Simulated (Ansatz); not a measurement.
Theory: DFT PBE, scalar-relativistic, plane waves, PAW in Ansatz 0.2.0. All cells share a 420 eV cutoff and Γ-centred k meshes spaced at most about 0.3 Å⁻¹ (about 0.25 or finer for metals, 2π included). No spin polarisation in the final relaxations.

Each of these unrelaxed guesses is relaxed in cell and atoms within its symmetry. A guess keeps its type if space group and coordination stay and the shape of the cell changes little (axis ratios within about 15 %, angles within 6°); the volume may change.

1. Cu4O (collinear spin from parallel moments)

Space group I-43m (No. 217). a = 5.434 Å, b = 5.434 Å, c = 5.434 Å, α = 90.00°, β = 90.00°, γ = 90.00°
```csv
atom,site,symmetry,x,y,z
Cu,8c,.3m,0.3732,0.3732,0.6268
O,2a,-43m,0.0000,0.0000,0.0000
```

2. TaRu5

Space group P-62m (No. 189). a = 4.739 Å, b = 4.739 Å, c = 4.299 Å, α = 90.00°, β = 90.00°, γ = 120.00°
```json
{"atom": "Ta", "site": "1b", "symmetry": "-62m", "x": "0.0000", "y": "0.0000", "z": "0.5000"}
{"atom": "Ru", "site": "3f", "symmetry": "m2m", "x": "0.0000", "y": "0.6667", "z": "0.0000"}
{"atom": "Ru", "site": "2d", "symmetry": "-6..", "x": "0.3333", "y": "0.6667", "z": "0.5000"}
```

Problem. Which keep their type?

Solution. Guess 2 keeps its type.

```json
{"guess": "1", "kept": "no", "start group": "I-43m", "end group": "I-43m", "V start (Å³/atom)": "16.0", "V end": "13.0", "b/a and c/a, end over start": "1.00, 1.00", "nearest neighbours start": "Cu 1, O 4", "nearest neighbours end": "Cu 2, O 8"}
{"guess": "2", "kept": "yes", "start group": "P-62m", "end group": "P-62m", "V start (Å³/atom)": "13.9", "V end": "14.5", "b/a and c/a, end over start": "1.00, 1.01", "nearest neighbours start": "Ru 12, Ta 12", "nearest neighbours end": "Ru 12, Ta 12"}
```

Neighbours count within 15 % of an atom's shortest distance; end groups are read at 0.02 Å (0.05 Å in metals).

These runs have no spin–orbit coupling, which can matter for Ta. No Hubbard U is applied to the 3d shell of Cu. Cells relaxed within their symmetry can be saddle points.
